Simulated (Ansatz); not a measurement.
An Ansatz (a first-principles code) run. Input:

Ansatz 0.2 input:
```yaml
crystal:
  lattice:
    - [0.0, 3.3044222946, 3.3044222946]
    - [3.3044222946, 0.0, 3.3044222946]
    - [3.3044222946, 3.3044222946, 0.0]
  atoms:
    - { symbol: K, position: [0.0, 0.0, 0.0] }
    - { symbol: Br, position: [0.5, 0.5, 0.5] }
kpoints:
  mp_grid: { grid: [7, 7, 7] }
hamiltonian:
  xc: r2scan
  pseudopotentials: { kind: paw }
scf:
  occupations: { method: fixed }
checkpoint: { read: static.run }
output: { write_density: true, elf: true, volumetric_format: npy }
```

Output (shortened):

```
Pseudopotentials: kind: paw
Pseudopotential: K, paw, valence charge 9
Pseudopotential: Br, paw, valence charge 7
Functional definition: r2SCAN
Crystal: 2 atoms, lattice volume = 72.163 Å³
Basis set: ecut = 500 eV, 1837 PW (Γ), exchange–correlation on 144×144×144 points (64 copies of the dense FFT grid, shifted against one another)
Bands: 12, of which v1, the nominal top of the filled ones, is band 8 counted from 1 (7 counted from 0)
Symmetry: 48 space group operations
Space group: Fm-3m (ITA 225), of the structure as read, at distance tolerance 4.2e-5 Å
k-points: 20 of 343
PAW frozen core: K, regenerated for the run's functional
PAW frozen core: Br, regenerated for the run's functional
Initial density: read from a saved state, or passed on in memory by an earlier SCF of this step, an earlier step, the calling program or the single point that …
Stability of the state it starts from, as read at its close in the unpolarized treatment …
Initial wavefunctions: pseudopotential atomic-orbital guess
Eigensolver: davidson
Functional: x = r2scan, c = r2scan; τ floored in thin density (d = 2e-4 eV/Å³)
iter 1 solved again at ethr=5.22e-7 eV; its pass at ethr=3.10e-3 eV (dr2=8.35e-5 eV) is discarded
SCF iter   1: F=—  HF=-4339.313281 eV  |F-HF|=—  |Δ(HF+E_count)|=         —  Δρ=5.07e-7  dr2=1.04e-10  dr2_τ=5.09e-11  ethr=5.22e-7  ⟨swp⟩=3.0  Hψ=2048  notcnv=0  defer=39
all-band conjugate gradients solve this SCF's bands
preconditioner: auto → none
SCF iter   2: F=-4339.313281 eV  HF=-4339.313281 eV  |F-HF|=3.55e-11  |Δ(HF+E_count)|=   5.90e-8  Δρ=3.28e-7  dr2=6.49e-11  dr2_τ=6.04e-11  ethr=1.00e-12  ⟨swp⟩=9.7  Hψ=1615  notcnv=0
SCF 1 converged in 2 iterations: F = -4339.313281 eV  dr2 = 6.49e-11
SCF converged after 2 iterations
Free energy (F): -4339.313281 eV
Harris-Foulkes:  -4339.313281 eV  (|F-HF|=3.55e-11)
Internal energy: -4339.313281 eV  (E = F + TS)
E sigma→0 (E₀):  -4339.313281 eV
Fermi energy:    0.637533 eV
--- Per-component energies (eV) ---
  E_band       = -144.927676
  E_kinetic    = 388.863608
  E_local      = -839.932719  (includes V_loc(G=0)·N_el)
  E_nonlocal   = 82.393330
  E_hartree    = 272.312293
  E_xc         = -385.699705
  E_vxc        = -302.332639  (∫ρ·V_xc dr)
  E_paw        = -3057.980478  (= ΣΔE_a)
  E_vpaw       = -35.692886  (= ΣTr[D̂ρ^β])
  E_aug_tail   = -0.000003  (compensation charges beyond the density's cutoff)
  E_vtau       = 17.149240  (kinetic-family band-sum trace: ∫τ·v_τ [+ j·A + Jᵃ·Aᵃ] dr)
  E_ewald      = -798.915228
  E_core_change = -0.354379  (= ΣΔE_core)
  E_smearing   =  0.000000  (= −TS)
  E_closure    = 0.000000  (closes the sum)
  Σ components = -4339.313281   (vs F -4339.313281, Δ=0.00e0)
  [band-id]    e_kinetic+e_local+e_nonlocal+2·e_hartree+e_vxc+e_vpaw+e_augmentation_tail+e_vtau = -144.927483   (vs E_band -144.927676, Δ=1.93e-4)
--- Band table (eV; the first three rows and the last of 20) ---
  k-point 0: bands = ["-28.1822", "-12.0726", "-10.8880", "-10.8880", "-10.8880", "0.6375", "0.6375", "0.6375", "5.7032", "8.8720", "8.8720", "8.8720"]
  k-point 1: bands = ["-28.1812", "-12.1073", "-10.8889", "-10.8889", "-10.8389", "0.3670", "0.5721", "0.5721", "6.1968", "8.7157", "9.1215", "9.1215"]
  k-point 2: bands = ["-28.1790", "-12.1772", "-10.8909", "-10.8909", "-10.7364", "-0.1371", "0.4320", "0.4320", "7.1698", "8.7739", "9.8073", "9.8073"]
  k-point 19: bands = ["-28.1753", "-12.0752", "-10.9533", "-10.9300", "-10.7927", "-0.0283", "0.0109", "0.2233", "8.2257", "8.9761", "9.8114", "10.4978"]
  band table: 12 of 12 bands, residual norms ≤ 1.0e-3 eV
```

Cost: about 2.7 core-seconds (a rough figure) on shared cores.

Symmetry was held in the r²SCAN relaxation; phonons on a q-mesh show no instability. Scalar-relativistic: spin–orbit coupling is off unless named, which matters more the heavier the elements.

Potentials: the later of the program's two PAW sets.

Ansatz is a plane-wave DFT program.
